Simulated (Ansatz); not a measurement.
## ZrZnF$_{6}$: ab initio molecular dynamics

Level of theory: DFT PBEsol, scalar-relativistic, plane waves, PAW in Ansatz 0.2.0. Cutoff 420 eV, shifted (0.5, 0.5, 0.0 steps) 2×2×1 k-points, Fermi–Dirac smearing of 0.1 eV. The mesh is coarse. No spin polarisation.

16 atoms, starting at 1.04 times the perfect crystal's volume (space group Fm-3m, the cell as given, not relaxed at this level); Langevin thermostat at 1200 K (friction 0.02 fs⁻¹), fixed cell; 50 steps of 4 fs. The run is short and not equilibrated. The time step is on the long side.

First frame:

```
Zr Zn F
1.0
     4.08191    0.00000   -4.08191
    -4.08191    0.00000   -4.08191
     0.00000    8.16383    0.00000
Zr Zn F
2 2 12
Direct
  0.50000 0.50000 0.50000
  0.00000 0.00000 0.00000
  0.50000 0.50000 0.00000
  0.00000 0.00000 0.50000
  0.24986 0.75014 0.00000
  0.74986 0.25014 0.50000
  0.75014 0.24986 0.00000
  0.25014 0.74986 0.50000
  0.50000 0.50000 0.74986
  0.00000 0.00000 0.24986
  0.50000 0.50000 0.25014
  0.00000 0.00000 0.75014
  0.75014 0.75014 0.00000
  0.25014 0.25014 0.50000
  0.24986 0.24986 0.00000
  0.74986 0.74986 0.50000
```

```
Mean temperature over the second half                                                                                                                                                                                                                                                   : 1093 K
Mean pressure over the second half (kinetic part included)                                                                                                                                                                                                                              : -4.0 GPa
Mean potential energy above the perfect crystal (as given, at volume ratio 1; besides heat the difference comes from the volume, 4 % larger, and the crystal's own forces of up to 0.14 eV/Å and pressure of -0.7 GPa; its own run had another smearing, without effect beside its gap) : 184 meV/atom
Mean-square drift of F from first to last step (mean shift of all atoms removed)                                                                                                                                                                                                        : 0.35 Å²
Mean-square drift of Zn from first to last step (mean shift of all atoms removed)                                                                                                                                                                                                       : 0.11 Å²
Mean-square drift of Zr from first to last step (mean shift of all atoms removed)                                                                                                                                                                                                       : 0.15 Å²
```

Pair distribution functions g(r), second half of the run, up to half the cell's height:

| r (Å) | F-F | F-Zn | F-Zr |
| --- | --- | --- | --- |
| 1.65 | 0.0 | 0.0 | 0.0 |
| 1.75 | 0.0 | 0.2 | 0.0 |
| 1.85 | 0.0 | 1.5 | 1.6 |
| 1.95 | 0.0 | 5.4 | 7.6 |
| 2.05 | 0.0 | 5.8 | 9.7 |
| 2.15 | 0.0 | 4.2 | 4.7 |
| 2.25 | 0.1 | 2.2 | 1.1 |
| 2.35 | 0.1 | 2.3 | 0.8 |
| 2.45 | 0.7 | 1.2 | 0.3 |
| 2.55 | 1.6 | 0.8 | 0.0 |
| 2.65 | 2.1 | 0.3 | 0.0 |
| 2.75 | 2.1 | 0.0 | 0.0 |

Along the run (potential energy from its first value; pressure with the kinetic part):

| t (fs) | T (K) | ΔE_pot (meV/atom) | P (GPa) |
| --- | --- | --- | --- |
| 0.0 | 1125 | 0.0 | -3.4 |
| 8.0 | 924 | 29.0 | -3.5 |
| 16.0 | 796 | 75.1 | -2.5 |
| 24.0 | 760 | 84.1 | -2.2 |
| 32.0 | 892 | 81.0 | -1.3 |
| 40.0 | 648 | 114.2 | -0.3 |
| 48.0 | 566 | 113.4 | -0.9 |
| 56.0 | 795 | 104.3 | -2.3 |
| 64.0 | 712 | 121.1 | -2.8 |
| 72.0 | 732 | 130.7 | -2.8 |
| 80.0 | 1181 | 125.9 | -2.4 |
| 88.0 | 1212 | 117.8 | -2.4 |
| 96.0 | 1372 | 125.8 | -2.2 |
| 104.0 | 1316 | 132.1 | -3.2 |
| 112.0 | 1022 | 140.2 | -4.7 |
| 120.0 | 767 | 163.8 | -4.3 |
| 128.0 | 960 | 182.7 | -2.8 |
| 136.0 | 1181 | 182.7 | -1.8 |
| 144.0 | 1097 | 191.2 | -1.3 |
| 152.0 | 1158 | 191.2 | -2.4 |
| 160.0 | 1177 | 190.7 | -4.2 |
| 168.0 | 1081 | 179.3 | -5.8 |
| 176.0 | 1076 | 180.8 | -6.5 |
| 184.0 | 1036 | 177.0 | -6.6 |
| 192.0 | 1115 | 172.8 | -5.2 |
| 200.0 | 1319 | 179.3 | -2.5 |